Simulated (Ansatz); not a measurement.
Question: Name crystals whose computed values (the program Ansatz at the LDA level (PAW)) fall in these windows: gap (eV) 0.49 to 0.66; highest Γ mode, no LO–TO term (cm⁻¹) 260 to 350; G_Hill (GPa) 31 to 37.

Answer: 

```tsv
crystal	gap (eV)	highest Γ mode, no LO–TO term (cm⁻¹)	G_Hill (GPa)
InP, zinc blende	0.58	304	34.0
Te2Mo, P6_3/mmc (Mo on 2c, Te on 4f)	0.64	296	36.1
```
Others may fit too.

Weakly bound layers, chains or molecules computed without a dispersion correction, so cells and soft constants are ill determined: Te2Mo, P6_3/mmc (Mo on 2c, Te on 4f). All cells were relaxed under the symmetry of their starts (and spin orders); stability against distortions was not tested throughout. Rows with no word on spin ran without spin polarisation. Spin–orbit coupling is left out wherever it is not named.

Potentials: the later of the program's two PAW sets.
